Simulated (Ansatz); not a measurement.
Simulated powder pattern, neutron, λ = 1.5401 Å (kinematic, ideal powder, no thermal factors, coherent scattering alone; the 30 strongest lines at most, above 1 %, up to 2θ = 90°):

| 2θ (°) | I/Imax (%) |
|---|---|
| 18.08 | 38 |
| 30.78 | 63 |
| 35.66 | 17 |
| 36.62 | 12 |
| 39.46 | 33 |
| 40.26 | 54 |
| 40.72 | 30 |
| 43.51 | 54 |
| 44.07 | 17 |
| 44.68 | 28 |
| 50.66 | 100 |
| 51.39 | 79 |
| 52.04 | 85 |
| 54.22 | 77 |
| 54.75 | 19 |
| 55.22 | 24 |
| 56.71 | 18 |
| 59.86 | 34 |
| 61.04 | 36 |
| 62.33 | 47 |
| 66.45 | 21 |
| 67.83 | 29 |
| 68.39 | 33 |
| 71.11 | 23 |
| 75.52 | 13 |
| 76.32 | 49 |
| 78.42 | 55 |
| 80.46 | 36 |
| 87.19 | 30 |
| 88.73 | 23 |

The pattern belongs to a structure relaxed with PBE (plane waves, PAW; program Ansatz).

Which of these materials gives this?
(A) TiO2, Pbca (Ti on 8c, O on 8c, O on 8c)
(B) SiBi2O5, Cmcm (Pearson symbol oS32)
(C) HfO2, fluorite
(D) TaNO, Pca2_1 (Ta on 4a, O on 4a, N on 4a)

D, TaNO, Pca2_1 (Ta on 4a, O on 4a, N on 4a)

Give the lattice parameters.

a = 5.155 Å, b = 4.902 Å, c = 5.030 Å.

The start of the workflow was typed in or built on a structure type; neither database checked (COD, Materials Project) lists it. COD files the formula under space group No. 12, 14, 191. Whether it is the stable phase at ambient conditions was not checked. The cell was relaxed with PBE under the symmetry of its start; its stability against distortions is not shown here. The run is not spin-polarised. Scalar-relativistic: spin–orbit coupling is off unless named, which matters more the heavier the elements.

Potentials: the earlier of the program's two PAW sets.
